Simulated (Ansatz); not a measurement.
Ta: energy along a strain

Ta, Fm-3m, a = 4.208 Å. This isn't the element's structure at ambient conditions. Ansatz: r2SCAN, PAW, 500 eV, Γ-centred 24×24×24 mesh on 1 atom, Gaussian smearing 0.15 eV; no spin polarisation. Cell vectors (Å): 0.000 2.104 2.104; 2.104 0.000 2.104; 2.104 2.104 0.000. The cell is strained by x per cent times the pattern (0 1 0 0 0 0) in the order xx yy zz yz xz xy (engineering shears), with fractional coordinates held. y is the free energy over the start, V0 = 18.626 Å³/atom.

```
x (%) y (meV/atom)
-6.00         19.89
-3.00          6.08
 0.00          0.00
 1.50          1.72
 4.50             ?
 6.00         27.88
```

Q: Fit y = c2 x² + c3 x³ to the other rows, get the stiffness along the pattern, and predict the missing energy.

A: Least squares on the rows shown. y = 0.66564 x² + 0.018332 x³. The clamped-ion stiffness p·C·p = 2 × 6.656 eV × 160.2 / 18.626 Å³ = 115 GPa, which is C22 in these axes (C11 of the cubic crystal). The pressures of the same runs give B = −dP/dε = 202 GPa; in a cubic crystal a longitudinal stiffness under B means a negative shear constant, so this lattice is unstable. With a term in x⁴ added, the coefficient of x² becomes 0.7525, 13 % more, which shows how far this figure hangs on the form. At x = 4.50 the fit asked for gives 15.15 meV/atom. The run gave 15.75 meV/atom, so the fit is 0.60 meV/atom too low, within twice the rms miss on the fitted rows (0.31 meV/atom).

Spin–orbit coupling is left out, which can shift energies with elements as heavy as these.